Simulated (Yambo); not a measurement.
Yambo run on MgH2 (space group Pca2_1, No. 29). The wavefunctions are norm-conserving PBEsol (Quantum ESPRESSO, 84 Ry, scalar-relativistic) ones on a 2×2×2 mesh (24 occupied bands); a = 4.864 Å, b = 4.646 Å, c = 4.739 Å, α = β = γ = 90.00°.

Yambo input:

```
rim_cut
gw0
dyson
el_el_corr
HF_and_locXC
cohsex
em1s
RandQpts= 1000000
RandGvec= 1 Ry
EXXRLvcs= 84 Ry
VXCRLvcs= 336 Ry
Chimod= "HARTREE"
% BndsRnXs
 17 | 159 |
%
NGsBlkXs= 7 Ry
% LongDrXs
 1.0 | 1.0 | 1.0 |
%
ExtendOut
% QPkrange
 1 | 1 | 24 | 24 |
 3 | 3 | 24 | 25 |
%
```

k points by index: 1 = Γ, 3 = (0, -0.5, 0).

The o-*.qp file then holds:

```
#    K-point    Band    Eo [eV]    E [eV]    E-Eo [eV]    Vxc [eV]    Vnlxc [eV]    Sc|Eo [eV]    Re(Z)    Im(Z)
#
    1    24    0.000000    -2.991994    -2.991994    -11.57856    -14.64727    0.076714    1.000000    0.000000
    3    24    -0.023445    -3.041342    -3.017897    -11.60814    -14.73451    0.108466    1.000000    0.000000
    3    25    2.078726    1.575216    -0.503509    -8.974853    -4.621474    -4.856888    1.000000    0.000000
```
(The two width columns are left out.) Convergence of these settings isn't established.

Geometry of the Materials Project entry, not relaxed at this level.

The structure is a Materials Project entry; no match was found in the copy of COD used, and its stability was not checked.
